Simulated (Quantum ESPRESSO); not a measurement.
## Si6PGa (a curve over one atom's position)

Computed values, not a measurement. The program is pw.x of Quantum ESPRESSO 7.5 (plane-wave density functional theory). The cell is made up: 8 atoms on a zincblende/diamond lattice, with randomly drawn elements, strain and displacements, not relaxed. PseudoDojo standard norm-conserving files (v0.5 for PBE, v0.4.1 for LDA and PBEsol) set the functional; there is no spin polarisation, spin-orbit coupling or dispersion term, and the masses in the input are unused placeholders.

Seven runs move atom 2 (Si, counted in the order of the input) along x and keep all else fixed.

Input of the run at +0.0008:

```
&control calculation='scf', pseudo_dir='./dojo.nc.sr.pbe.v0_5.standard.upf', outdir='./o', disk_io='low', tprnfor=.true., tstress=.true. /
&system ibrav=0, nat=8, ntyp=3, nbnd=31, ecutwfc=79.96652505, nosym=.true., tot_charge=0,
 occupations='smearing', smearing='fd', degauss=0.0073498644
/
&electrons conv_thr=7.350e-09, electron_maxstep=60, /
ATOMIC_SPECIES
Ga 1.0 Ga.upf
P 1.0 P.upf
Si 1.0 Si.upf
CELL_PARAMETERS angstrom
5.4672 -0.1058 0.008
-0.1058 5.4593 -0.0108
0.008 -0.0108 5.5031
ATOMIC_POSITIONS angstrom
Si -0.034 -0.0019 0.0089
Si 0.0759 2.7892 2.8169
Si 2.6899 -0.0363 2.8138
Si 2.6966 2.7904 -0.0723
P 1.2756 1.1792 1.5241
Si 1.2398 4.2105 4.0786
Si 4.0057 1.3401 4.1058
Ga 4.1583 4.0312 1.3108
K_POINTS automatic
6 6 6 1 1 1
```

```
shift of atom 2 along x (Å)  free energy less that of the input shown (eV)  Fx on atom 2 (eV/Å)  Fy on atom 2 (eV/Å)  Fz on atom 2 (eV/Å)  pressure (GPa)  iterations
                    -0.1267                                        -0.1167               -0.164               -0.689               -0.886            1.92          10
                    -0.0700                                        -0.0883               -0.835               -0.886               -1.013            1.90          10
                    -0.0334                                        -0.0499               -1.263               -1.013               -1.105            1.91          10
                    -0.0147                                        -0.0243               -1.478               -1.079               -1.154            1.93          10
                    +0.0008                                         0.0000               -1.655               -1.133               -1.196            1.94          10
                    +0.0988                                         0.2154               -2.725               -1.484               -1.490            2.14          10
                    +0.1179                                         0.2693               -2.921               -1.554               -1.552            2.19          10
```

A cubic fit gives dFx/dx = -11.37 eV/Å² at zero shift. Across the table the free energy follows the integral of the force to within 0.1 meV. A rerun of one of the cells at 1377 eV and a 8 x 8 x 8 mesh moved values by no more than 0.002 eV in energy, 0.02 GPa in stress and 0.003 eV/Å in force.